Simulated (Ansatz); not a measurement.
NaI (rock salt)

```yaml
crystal:
  lattice:
    - [0.00000, 3.26452, 3.26452]
    - [3.26452, 0.00000, 3.26452]
    - [3.26452, 3.26452, 0.00000]
  atoms:
    - { symbol: I, position: [0.00000, 0.00000, 0.00000] }
    - { symbol: Na, position: [0.50000, 0.50000, 0.50000] }
```

Scan: atom 1 (I, nearest neighbour Na at 3.265 Å; its periodic images, 4.6 Å or more away, move with it) is displaced along Cartesian z, direction (0.000, 0.000, 1.000) in Cartesian axes, by s. The other atoms stay.

The numbers are results of PBE (plane waves to 420 eV, PAW, scalar-relativistic; Ansatz, an electronic-structure program), not measurements. k mesh 7×7×7 (Γ-centred), Fermi-Dirac smearing 0.05 eV. Energies are smeared free energies. Left out: 2 of 11 points, with atoms too close for the PAW data. F∥ is the force on the atom along that direction. NaI was relaxed with its symmetry unable to fall. Spin-orbit coupling is left out, though I is heavy. ΔE is measured from the undisplaced structure.

Q: What ΔE (meV/cell) and F∥ (eV/Å) does the calculation give at s (Å) = -0.784, -0.588, -0.392, -0.196, 0.196, 0.392, 0.588, 0.784?

A: 
| s (Å) | ΔE (meV/cell) | F∥ (eV/Å) |
|---|---|---|
| -0.784 | 588 | 2.553 |
| -0.588 | 236 | 1.190 |
| -0.392 | 78 | 0.503 |
| -0.196 | 16 | 0.174 |
| 0.196 | 16 | -0.174 |
| 0.392 | 78 | -0.503 |
| 0.588 | 236 | -1.190 |
| 0.784 | 588 | -2.553 |

(For displaced atoms, the force is minus the slope of the energy, and its curvature is a force constant, which sets phonon frequencies.)
